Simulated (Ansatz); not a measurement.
A geometry of CeO2 away from equilibrium: step 4 of the relaxation of a generated trial cell of CeO2 in the pyrite structure type. The numbers are results of r2SCAN (plane waves to 500 eV, PAW, scalar-relativistic; Ansatz, a first-principles code), not measurements. Γ-centred k-mesh 4×4×4 on the run's cell (coarser than for final values), Fermi–Dirac smearing 0.05 eV. The plane waves were selected for a different cell earlier on the path.

```
CELL_PARAMETERS angstrom
      5.56499     0.00000     0.00000
      0.00000     5.56499     0.00000
      0.00000     0.00000     5.56499
ATOMIC_POSITIONS crystal
  Ce 0.00000 0.00000 0.00000
  Ce 0.50000 0.50000 0.00000
  Ce 0.00000 0.50000 0.50000
  Ce 0.50000 0.00000 0.50000
  O  0.33529 0.33529 0.33529
  O  0.83529 0.16471 0.66471
  O  0.66471 0.83529 0.16471
  O  0.16471 0.66471 0.83529
  O  0.66471 0.66471 0.66471
  O  0.16471 0.83529 0.33529
  O  0.33529 0.16471 0.83529
  O  0.83529 0.33529 0.16471
```
Spin-polarised start, with parallel moments on Ce.

Question: Give the Cartesian forces on all atoms (eV/Å).

Answer: 
| atom | Fx | Fy | Fz |
|---|---|---|---|
| Ce1 | 0.00 | 0.00 | 0.00 |
| Ce2 | 0.00 | 0.00 | 0.00 |
| Ce3 | 0.00 | 0.00 | 0.00 |
| Ce4 | 0.00 | 0.00 | 0.00 |
| O5 | -0.19 | -0.19 | -0.19 |
| O6 | -0.19 | 0.19 | 0.19 |
| O7 | 0.19 | -0.19 | 0.19 |
| O8 | 0.19 | 0.19 | -0.19 |
| O9 | 0.19 | 0.19 | 0.19 |
| O10 | 0.19 | -0.19 | -0.19 |
| O11 | -0.19 | 0.19 | -0.19 |
| O12 | -0.19 | -0.19 | 0.19 |

The path ends in Fm-3m (No. 225) (fluorite type). No spin polarisation in the result: the starting moments vanished. No Hubbard U is applied. The f-shell occupation is the one the SCF fell into and was not checked against other states.

The run could not lose the symmetry of its start; a randomly shaken copy of 6 atoms returns to this structure.
